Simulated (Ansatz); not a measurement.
**ZrSc under pressure: fit and missing row**

ZrSc, P-6m2, a = 3.224 Å, c = 5.075 Å. The structure is a Materials Project entry; whether it is the stable form wasn't checked. Ansatz: PBEsol, PAW, 420 eV, Γ-centred 15×15×8 mesh on 2 atoms, Gaussian smearing 0.10 eV; no spin polarisation. Cell and atoms are relaxed at each pressure, and no other structure is tried, so the rows at high pressure may lie past a change of phase.

| V (Å³/atom) | P (GPa) |
| --- | --- |
| ? | 89.99 |
| 15.683 | 50.00 |
| 18.130 | 25.00 |
| 20.116 | 12.00 |
| 21.779 | 4.01 |
| 22.556 | 1.00 |
| 22.843 | -0.01 |
| 23.143 | -1.00 |

Take V0 = 22.843 Å³/atom, count pressures from its P0 = -0.01 GPa, fit the third-order Birch–Murnaghan form to the other rows, and predict the missing volume.

With the Eulerian strain f = ½[(V0/V)^(2/3) − 1] and y = (P − P0)/[3f(1 + 2f)^(5/2)], the form is the line y = B0 + 1.5 B0 (B0′ − 4) f. Rows (f, y): 0.14247, 62.5; 0.08328, 68.1; 0.04422, 73.2; 0.01616, 76.6; 0.00423, 77.9; -0.00433, 77.9. Means f = 0.04767, y = 72.700; Σ(Δf)² = 0.01585, ΣΔfΔy = -1.752; the slope is their ratio. y = 77.97 − 110.5 f GPa, so B0 = 78.0 GPa and B0′ = 4 + 2 × (-110.5)/(3 × 77.97) = 3.06. P = 89.99 GPa is met at f = 0.22356 (y = 53.27), so V = V0 (1 + 2f)^(−3/2) = 13.122 Å³/atom. The run gave 13.369 Å³/atom, so the fit is 0.247 Å³/atom too low, 2.5 % of the span of the series, against an rms of 0.015 Å³/atom on the fitted rows. The row lies outside the fitted range. A fourth-order term fitted to the same rows gives P = 86.76 GPa at this row's volume (the line 85.30, the run 89.99), which recovers part of the miss.

The mesh isn't the same in all rows (15×15×8, 18×18×10).